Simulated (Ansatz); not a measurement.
Property card for VN

VN:
```cif
data_N2V2
_chemical_formula_sum 'V2 N2'
_space_group_name_H-M_alt 'P 1'
_space_group_IT_number 1
_cell_length_a 2.89849
_cell_length_b 2.89849
_cell_length_c 5.26701
_cell_angle_alpha 90.000
_cell_angle_beta 90.000
_cell_angle_gamma 90.000
loop_
_space_group_symop_operation_xyz
  'x, y, z'
loop_
_atom_site_label
_atom_site_type_symbol
_atom_site_fract_x
_atom_site_fract_y
_atom_site_fract_z
_atom_site_occupancy
V1 V 0.00000 0.50000 0.00000 1
V2 V 0.50000 0.00000 0.50000 1
N1 N 0.00000 0.00000 0.25000 1
N2 N 0.00000 0.00000 0.75000 1
```
The run is spin-polarised; directions of the spins, atom by atom: ↑ ↑ 0 0.

Space group P4_2/mmc (No. 131); conventional cell a = 2.898 Å, b = 2.898 Å, c = 5.267 Å, α = 90.00°, β = 90.00°, γ = 90.00°.

Method: DFT-HSE06 in the program Ansatz with PAW potentials. Structure relaxed to zero pressure with the same functional. Other levels are named where they apply.

Cell and energy:

- Volume per atom = 11.06 Å³
- Density = 4.87 g/cm³

Electronic structure:

Electronic character: metallic (no gap)

Magnetism:

- Magnetic order: ferromagnetic
- Net moment: 0.62 μB per atom

Mechanics:

Bulk modulus (Birch–Murnaghan fit): 2080 kbar
Pressure derivative B′: 4.0

A made-up cell: these elements were put on the sites of a structure type; neither database checked (COD, Materials Project) lists it. It is not the phase usual at ambient conditions (space group No. 225). The cell was relaxed with HSE06 under the symmetry of its start; its stability against distortions is not shown here. Spin order of the final state: ferromagnetic, the only order run, not a proven ground state. Other orbital occupations within this spin state were not tried. The hybrid run found no gap, on a coarse k-mesh. Point labels and valley counts follow the cell and symmetry of the run, lower than the named group.

Potentials: the later of the program's two PAW sets.
